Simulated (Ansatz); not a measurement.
209Bi NMR of the central transition in Bi₂Se₃

Cell: a COD entry, its atoms then relaxed with PBE in this cell.

```
CELL_PARAMETERS angstrom
1.96496 1.13447 9.14266
-1.96496 1.13447 9.14266
0.00000 -2.26894 9.14266
ATOMIC_POSITIONS crystal
Bi 0.59732 0.59732 0.59732
Bi 0.40268 0.40268 0.40268
Se 0.79544 0.79544 0.79544
Se 0.20456 0.20456 0.20456
Se 0.00000 0.00000 0.00000
```

Atoms are numbered from 1 in the order listed; like atoms form one site, named after its first atom.

Method: Kohn–Sham DFT in Ansatz, r2SCAN, plane waves and PAW, scalar-relativistic, 500 eV cutoff, Γ-centred 14×14×14 k-points, Fermi–Dirac smearing 0.05 eV.

209Bi has I = 9/2 and Q = -516.0 mb (Pyykkö 2018); at 21.1 T its Larmor frequency is ν₀ = 146.9 MHz (from the bare nuclear moment; shielding lowers the observed one by a per cent or two). Only the quadrupole interaction is simulated: positions count from each site's isotropic chemical shift, and J coupling is left out, as are shift anisotropy and dipolar coupling, which fast spinning averages.

Simulated pattern of one Bi site (fast magic-angle spinning, Gaussian broadening 1 kHz):

(offset (kHz), height): (-34.60, 0), (-33.24, 4), (-31.87, 6), (-30.51, 6), (-29.14, 6), (-27.78, 6), (-26.41, 7), (-25.05, 7), (-23.68, 7), (-22.32, 9), (-20.95, 78), (-19.58, 74), (-18.22, 53), (-16.85, 47), (-15.49, 44), (-14.12, 43), (-12.76, 43), (-11.39, 44), (-10.03, 47), (-8.66, 53), (-7.30, 64), (-5.93, 100), (-4.57, 84), (-3.20, 1)

(1) Which |C_Q| and η does the pattern imply?

Answers

(1) The pattern spans 28.7 kHz before broadening and its centre of gravity is at -13.4 kHz, which fixes P_Q; the places of the horns and steps fix η. That gives P_Q = 37.6 MHz, |C_Q| = 37.6 MHz and η = 0.00. The sign of C_Q can't be read from the pattern.

An axis of threefold or higher order runs through Bi, so V_zz lies along it and η is zero.

At this cell the r2SCAN pressure is 11 GPa, so with r2SCAN the cell would grow if it were relaxed. The entry's cell may itself be off. The largest force is 0.4 eV/Å, so the atoms aren't at the calculated equilibrium and relaxing them would move these values. Spin–orbit coupling is left out, which shifts gradients on Bi by a few per cent in wide-gap crystals, and can shift them far more where the calculated gap is small or absent, as here. Newer work puts Q(²⁰⁹Bi) near −420 mb, which would lower these couplings by about a fifth. With a gap of 0.25 eV under a smearing of 0.05 eV the band edges are partly filled, so small gradients can hang on the smearing and the k-mesh.

The run took 2.3 min of wall time (2.2 min of CPU time) and 1.6 GiB at its peak, on 1 thread of Intel Xeon 6975P-C (Granite Rapids) (x86_64; 16 cores open to the job, memory cap 3.0 GiB, no GPU), a shared host with a load of 0.4 a core.
